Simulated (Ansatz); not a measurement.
NaCl (rock salt, Fm-3m), PBEsol (plane waves, PAW; program Ansatz): ε∞ = 2.56, cell volume 43.95 Å³. Infrared-active transverse modes:

| ω_TO (cm⁻¹) | oscillator strength S_xx (e²/amu) |
|---|---|
| 166.3 | 0.08545 |

Task: Compute the static dielectric constant.

Result: Each mode adds (4.921e7/V) S/ω²: 3.46. So ε0 = 6.02.

Task: What LO frequency does the Lyddane–Sachs–Teller relation give?

Result: ω_LO = ω_TO √(ε0/ε∞) = 255 cm⁻¹.

The PBEsol relaxation kept the symmetry of its start.

Potentials: the earlier of the program's two PAW sets. The files were generated under PBE; for other functionals the program regenerates the frozen cores, and for LDA and PBEsol the local potential too.
